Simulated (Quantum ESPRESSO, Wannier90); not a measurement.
# GaN (wurtzite), plane waves to Wannier functions

```
CELL_PARAMETERS angstrom
      3.18893     0.00000     0.00000
     -1.59446     2.76169     0.00000
      0.00000     0.00000     5.19236
ATOMIC_POSITIONS crystal
  Ga 0.66667 0.33333 0.49908
  Ga 0.33333 0.66667 0.99908
  N  0.66667 0.33333 0.87592
  N  0.33333 0.66667 0.37592
```

Cell from Materials Project (mp-804), symmetrised, no further relaxation. COD (Crystallography Open Database) has the formula in 2 space groups, this one among them (matched by group alone). Method: PBE plane waves in Quantum ESPRESSO 7.5 (PseudoDojo norm-conserving files, 68 Ry, no spin polarisation, no spin-orbit coupling), Bloch states on a 6×6×4 mesh through Γ, Wannier90 4.0.1. Density: 12×12×6 mesh, cold smearing 0.01 Ry.

The lattice is scaled uniformly with fixed fractional positions (axis ratios and free coordinates are held, so this isn't the response to pressure), and at each scale an atom-like model (Ga sp, N sp; disentangled, num_iter = 0) is made. Listed is the largest hopping of each kind of orbital pair shown, with the distance of the two functions' centres at scale 1; the mesh was not varied.

| scale | gap (eV) | modulus of t, Ga1 pz–N3 pz at 2.17 Å (eV) | modulus of t, Ga1 pz–N3 s at 2.16 Å (eV) | modulus of t, Ga1 s–N4 s at 1.94 Å (eV) |
|---|---|---|---|---|
| 0.960 | 2.773 | 3.750 | 3.447 | 2.048 |
| 0.980 | 2.354 | 3.595 | 3.181 | 1.907 |
| 1.000 | 1.940 | 3.447 | 2.928 | 1.774 |
| 1.020 | 1.536 | 3.304 | 2.679 | 1.645 |
| 1.040 | 1.147 | 3.167 | 2.437 | 1.519 |

Q: With |t| ∝ d^(−η), find η for each hopping from the ends of the series, and the volume deformation potential of the gap at scale 1.

A: 
- Ga1 pz–N3 pz at 2.17 Å: η = −ln(3.167/3.750)/ln(1.040/0.960) = 2.1
- Ga1 pz–N3 s at 2.16 Å: η = −ln(2.437/3.447)/ln(1.040/0.960) = 4.3
- Ga1 s–N4 s at 1.94 Å: η = −ln(1.519/2.048)/ln(1.040/0.960) = 3.7
Harrison's rules would take η = 2.0, 2.0, 2.0 for these pairs; they describe atomic orbitals, while these are orthogonalised and change shape with the volume.
Volume deformation potential of the gap: dE_g/d ln V = (1.536 − 2.354)/(3 ln(1.020/0.980)) = -6.8 eV.
